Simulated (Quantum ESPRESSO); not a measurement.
BSi3C3N, finding a planted mistake in a log

Simulated, not a measurement. The program is pw.x of Quantum ESPRESSO 7.5 (plane-wave density functional theory). The cell is made up: 8 atoms on a wurtzite lattice, with randomly drawn elements, strain and displacements, not relaxed. PseudoDojo standard norm-conserving files (v0.5 for PBE, v0.4.1 for LDA and PBEsol) set the functional; there is no spin polarisation, spin-orbit coupling or dispersion term, and the masses in the input are unused placeholders.

Intended input:

```
&control calculation='scf', pseudo_dir='./dojo.nc.sr.pbe.v0_5.standard.upf', outdir='./o', disk_io='low', tprnfor=.true., tstress=.true. /
&system ibrav=0, nat=8, ntyp=4, nbnd=22, ecutwfc=84.00895049, nosym=.true., tot_charge=0,
 occupations='smearing', smearing='fd', degauss=0.0018374661
/
&electrons conv_thr=7.350e-09, electron_maxstep=60, /
ATOMIC_SPECIES
B 1.0 B.upf
C 1.0 C.upf
N 1.0 N.upf
Si 1.0 Si.upf
CELL_PARAMETERS angstrom
3.058 0.0214 0.0039
0.0371 5.2681 0.007
0.0063 0.0066 4.9137
ATOMIC_POSITIONS angstrom
B -0.0051 0.0666 -0.0802
Si 1.5535 2.5836 0.0491
Si 1.5479 0.821 2.4791
Si 0.029 3.5741 2.4156
C -0.0852 0.1438 1.8398
C 1.5737 2.7393 1.7371
N 1.4948 0.9501 4.3292
C 0.1303 3.5293 4.3228
K_POINTS automatic
6 4 4 1 1 1
```

The log is shortened where brackets say so; the opening notice, blank lines, dates and the lines on written files are dropped, and the path of the files is cut. It prints rydbergs, bohrs and kilobars, and counts compression as positive stress. Where no state is partly filled, the Fermi energy that it prints is only some level between the filled and the empty states on the mesh, and need not lie in the true gap.

Log of the intended run:

```
     Program PWSCF v.7.5
     Parallel version (MPI & OpenMP), running on       4 processor cores
     Number of MPI processes:                 4
     Threads/MPI process:                     1
     [start-up lines left out]
     bravais-lattice index     =            0
     lattice parameter (alat)  =       5.7789  a.u.
     unit-cell volume          =     534.1631 (a.u.)^3
     number of atoms/cell      =            8
     number of atomic types    =            4
     number of electrons       =        32.00
     number of Kohn-Sham states=           22
     kinetic-energy cutoff     =      84.0090  Ry
     charge density cutoff     =     336.0358  Ry
     scf convergence threshold =      7.3E-09
     mixing beta               =       0.7000
     number of iterations used =            8  plain     mixing
     Exchange-correlation= PBE
                           (   1   4   3   4   0   0   0)
     [axes and pseudopotential details left out]
   Cartesian axes
     site n.     atom                  positions (alat units)
         1        B      tau(   1) = (  -0.0016677   0.0217784  -0.0262256  )
         2        Si     tau(   2) = (   0.5079989   0.8448446   0.0160558  )
         3        Si     tau(   3) = (   0.5061677   0.2684693   0.8106728  )
         4        Si     tau(   4) = (   0.0094831   1.1687409   0.7899081  )
         5        C      tau(   5) = (  -0.0278606   0.0470230   0.6016198  )
         6        C      tau(   6) = (   0.5146044   0.8957589   0.5680366  )
         7        N      tau(   7) = (   0.4888039   0.3106854   1.4156607  )
         8        C      tau(   8) = (   0.0426085   1.1540911   1.4135679  )
     number of k points=    48  Fermi-Dirac smearing, width (Ry)=  0.0018
                       cart. coord. in units 2pi/alat
        k(    1) = (   0.0827335   0.0718755   0.0775921), wk =   0.0416667
        k(    2) = (   0.0825365   0.0716701   0.2331819), wk =   0.0416667
     [further k points left out]
     Dense  grid:    55497 G-vectors     FFT dimensions: (  36,  60,  60)
     Estimated max dynamical RAM per process >      92.66 MB
     Estimated total dynamical RAM >     330.01 MB
     Initial potential from superposition of free atoms
     starting charge      31.9978, renormalised to      32.0000
     Starting wfcs are   32 randomized atomic wfcs
     total cpu time spent up to now is        1.7 secs
     per-process dynamical memory:    70.5 Mb
     Self-consistent Calculation
     iteration #  1     ecut=    84.01 Ry     beta= 0.70
     Davidson diagonalization with overlap
     ethr =  1.00E-02,  avg # of iterations =  3.0
     total cpu time spent up to now is        3.2 secs
     total energy              =     -87.53645754 Ry
     estimated scf accuracy    <       1.66836448 Ry
     iteration #  2     ecut=    84.01 Ry     beta= 0.70
     Davidson diagonalization with overlap
     ethr =  5.21E-03,  avg # of iterations =  2.0
     total cpu time spent up to now is        4.6 secs
     total energy              =     -88.02232560 Ry
     estimated scf accuracy    <       0.81203293 Ry
     [iterations 3 to 10 left out]
     iteration # 11     ecut=    84.01 Ry     beta= 0.70
     Davidson diagonalization with overlap
     ethr =  1.01E-10,  avg # of iterations =  4.1
     total cpu time spent up to now is       17.8 secs
     total energy              =     -88.16237905 Ry
     estimated scf accuracy    <       0.00000002 Ry
     iteration # 12     ecut=    84.01 Ry     beta= 0.70
     Davidson diagonalization with overlap
     ethr =  6.85E-11,  avg # of iterations =  2.0
     total cpu time spent up to now is       19.1 secs
     End of self-consistent calculation
     [lines on levels left out]
     the Fermi energy is    10.4375 ev
!    total energy              =     -88.16237905 Ry
     estimated scf accuracy    <          9.7E-10 Ry
     smearing contrib. (-TS)   =       0.00000000 Ry
     internal energy E=F+TS    =     -88.16237905 Ry
     The total energy is F=E-TS. E is the sum of the following terms:
     one-electron contribution =      15.75339333 Ry
     hartree contribution      =      12.20506002 Ry
     xc contribution           =     -31.00254545 Ry
     ewald contribution        =     -85.11828695 Ry
     convergence has been achieved in  12 iterations
     Forces acting on atoms (cartesian axes, Ry/au):
     atom    1 type  1   force =     0.00240722   -0.05840159    0.07768398
     atom    2 type  4   force =     0.04740760    0.10774777   -0.12854465
     atom    3 type  4   force =    -0.12865486    0.15021262    0.00281101
     atom    4 type  4   force =     0.01079203   -0.00605668    0.00270280
     atom    5 type  2   force =     0.14535832   -0.10216944   -0.09472861
     atom    6 type  2   force =    -0.01213449   -0.05605997    0.19227480
     atom    7 type  3   force =     0.00958561   -0.10843512   -0.02118643
     atom    8 type  2   force =    -0.07476144    0.07316241   -0.03101291
     Total force =     0.429092     Total SCF correction =     0.000018
     Computing stress (Cartesian axis) and pressure
          total   stress  (Ry/bohr**3)                   (kbar)     P=      -41.95
  -0.00030491  -0.00051217  -0.00008961          -44.85      -75.34      -13.18
  -0.00051217  -0.00091808   0.00027538          -75.34     -135.05       40.51
  -0.00008961   0.00027538   0.00036749          -13.18       40.51       54.06
     init_run     :      1.57s CPU      1.60s WALL (       1 calls)
     electrons    :     17.31s CPU     17.39s WALL (       1 calls)
     forces       :      0.29s CPU      0.31s WALL (       1 calls)
     stress       :      0.99s CPU      1.00s WALL (       1 calls)
     [timing details left out]
     PWSCF        :     20.25s CPU     20.40s WALL
     JOB DONE.
```

A second run was made from an input with one planted mistake. Its log:

```
     Program PWSCF v.7.5
     Parallel version (MPI & OpenMP), running on       4 processor cores
     Number of MPI processes:                 4
     Threads/MPI process:                     1
     [start-up lines left out]
     bravais-lattice index     =            0
     lattice parameter (alat)  =       5.7789  a.u.
     unit-cell volume          =     534.1631 (a.u.)^3
     number of atoms/cell      =            8
     number of atomic types    =            4
     number of electrons       =        32.00
     number of Kohn-Sham states=           40
     kinetic-energy cutoff     =      84.0090  Ry
     charge density cutoff     =     336.0358  Ry
     scf convergence threshold =      7.3E-09
     mixing beta               =       0.7000
     number of iterations used =            8  plain     mixing
     Exchange-correlation= PBE
                           (   1   4   3   4   0   0   0)
     [axes and pseudopotential details left out]
   Cartesian axes
     site n.     atom                  positions (alat units)
         1        B      tau(   1) = (  -0.0016677   0.0217784  -0.0262256  )
         2        Si     tau(   2) = (   0.5079989   0.8448446   0.0160558  )
         3        Si     tau(   3) = (   0.5061677   0.2684693   0.8106728  )
         4        Si     tau(   4) = (   0.0094831   1.1687409   0.7899081  )
         5        C      tau(   5) = (  -0.0278606   0.0470230   0.6016198  )
         6        C      tau(   6) = (   0.5146044   0.8957589   0.5680366  )
         7        N      tau(   7) = (   0.4888039   0.3106854   1.4156607  )
         8        C      tau(   8) = (   0.0426085   1.1540911   1.4135679  )
     number of k points=    48  Fermi-Dirac smearing, width (Ry)=  0.0514
                       cart. coord. in units 2pi/alat
        k(    1) = (   0.0827335   0.0718755   0.0775921), wk =   0.0416667
        k(    2) = (   0.0825365   0.0716701   0.2331819), wk =   0.0416667
     [further k points left out]
     Dense  grid:    55497 G-vectors     FFT dimensions: (  36,  60,  60)
     Estimated max dynamical RAM per process >     125.33 MB
     Estimated total dynamical RAM >     460.66 MB
     Initial potential from superposition of free atoms
     starting charge      31.9978, renormalised to      32.0000
     Starting wfcs are   32 randomized atomic wfcs +    8 random wfcs
     total cpu time spent up to now is        1.8 secs
     per-process dynamical memory:    99.8 Mb
     Self-consistent Calculation
     iteration #  1     ecut=    84.01 Ry     beta= 0.70
     Davidson diagonalization with overlap
     ethr =  1.00E-02,  avg # of iterations =  7.4
     total cpu time spent up to now is        5.8 secs
     total energy              =     -87.55015244 Ry
     estimated scf accuracy    <       1.67376311 Ry
     iteration #  2     ecut=    84.01 Ry     beta= 0.70
     Davidson diagonalization with overlap
     ethr =  5.23E-03,  avg # of iterations =  2.0
     total cpu time spent up to now is        7.9 secs
     total energy              =     -87.91375706 Ry
     estimated scf accuracy    <       1.20403848 Ry
     [iterations 3 to 9 left out]
     iteration # 10     ecut=    84.01 Ry     beta= 0.70
     Davidson diagonalization with overlap
     ethr =  1.20E-09,  avg # of iterations =  1.8
     total cpu time spent up to now is       24.6 secs
     total energy              =     -88.18285906 Ry
     estimated scf accuracy    <       0.00000005 Ry
     iteration # 11     ecut=    84.01 Ry     beta= 0.70
     Davidson diagonalization with overlap
     ethr =  1.55E-10,  avg # of iterations =  2.0
     total cpu time spent up to now is       26.6 secs
     End of self-consistent calculation
     [lines on levels left out]
     the Fermi energy is    10.4372 ev
!    total energy              =     -88.18285907 Ry
     estimated scf accuracy    <          6.1E-09 Ry
     smearing contrib. (-TS)   =      -0.08289591 Ry
     internal energy E=F+TS    =     -88.09996316 Ry
     The total energy is F=E-TS. E is the sum of the following terms:
     one-electron contribution =      15.84943188 Ry
     hartree contribution      =      12.14947415 Ry
     xc contribution           =     -30.98058224 Ry
     ewald contribution        =     -85.11828695 Ry
     convergence has been achieved in  11 iterations
     Forces acting on atoms (cartesian axes, Ry/au):
     atom    1 type  1   force =     0.00341747   -0.05025998    0.07151005
     atom    2 type  4   force =     0.04628129    0.09194495   -0.12988788
     atom    3 type  4   force =    -0.12829475    0.13811754    0.01284681
     atom    4 type  4   force =     0.00980752    0.00080947    0.00690175
     atom    5 type  2   force =     0.14439265   -0.09858736   -0.10007233
     atom    6 type  2   force =    -0.01067844   -0.05165430    0.18744409
     atom    7 type  3   force =     0.00847625   -0.10548385   -0.02019467
     atom    8 type  2   force =    -0.07340199    0.07511353   -0.02854782
     Total force =     0.415831     Total SCF correction =     0.000104
     Computing stress (Cartesian axis) and pressure
          total   stress  (Ry/bohr**3)                   (kbar)     P=      -29.41
  -0.00018373  -0.00050801  -0.00009397          -27.03      -74.73      -13.82
  -0.00050801  -0.00083559   0.00026779          -74.73     -122.92       39.39
  -0.00009397   0.00026779   0.00041959          -13.82       39.39       61.72
     init_run     :      1.71s CPU      1.76s WALL (       1 calls)
     electrons    :     24.66s CPU     24.80s WALL (       1 calls)
     forces       :      0.39s CPU      0.40s WALL (       1 calls)
     stress       :      1.29s CPU      1.29s WALL (       1 calls)
     [timing details left out]
     PWSCF        :     28.13s CPU     28.36s WALL
     JOB DONE.
```

Question: what was wrong in the second input?

Answer: the smearing is too wide. The input lines that differ, file-writing options aside:

```
- &system ibrav=0, nat=8, ntyp=4, nbnd=22, ecutwfc=84.00895049, nosym=.true., tot_charge=0,
+ &system ibrav=0, nat=8, ntyp=4, nbnd=40, ecutwfc=84.00895049, nosym=.true., tot_charge=0,
-  occupations='smearing', smearing='fd', degauss=0.0018374661
+  occupations='smearing', smearing='fd', degauss=0.0514490510
```

```
                                            intended run  run with the mistake
                          free energy (eV)     -1199.510             -1199.789
                    smearing term -TS (eV)        0.0000               -1.1279
                            pressure (GPa)         -4.19                 -2.94
            largest force component (eV/Å)         4.944                 4.819
largest change of a force component (eV/Å)                               0.406
                                iterations            12                    11
```

For scale, a rerun of the intended cell at 1437 eV and a 8 x 6 x 6 mesh moved values by no more than 0.003 eV in energy, 0.09 GPa in stress and 0.005 eV/Å in force. The number of bands, nbnd, was set by rule from the electron count and the smearing, so it follows the mistake.